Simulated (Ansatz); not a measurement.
Here is the system:

CaIr2:
```
CELL_PARAMETERS angstrom
      0.00000     3.76369     3.76369
      3.76369     0.00000     3.76369
      3.76369     3.76369     0.00000
ATOMIC_POSITIONS crystal
  Ca 0.75000 0.75000 0.75000
  Ca 0.50000 0.50000 0.50000
  Ir 0.12500 0.12500 0.12500
  Ir 0.62500 0.12500 0.12500
  Ir 0.12500 0.12500 0.62500
  Ir 0.12500 0.62500 0.12500
```

This is the r²SCAN-relaxed structure.

All from plane-wave PAW r²SCAN (Ansatz code), unless another level is named. Predict the density of states at the Fermi level.

1.1 states/eV per atom (mean over ±0.08 eV).

What about the formation energy from the elements (no fitted shifts)?

-0.52 eV/atom.

Space group Fd-3m (cubic Laves (MgCu2 type)). The first step of the workflow began from a Materials Project structure, measured or hypothetical; the Crystallography Open Database copy checked does not list it. Its standing as an ambient phase is unchecked. The r²SCAN relaxation kept the symmetry of its start; whether a distortion lowers the energy is not shown. The run is not spin-polarised. The references are the lowest solids computed at this level, not always the standard phases. Spin–orbit coupling is left out wherever it is not named.

Potentials: the later of the program's two PAW sets.
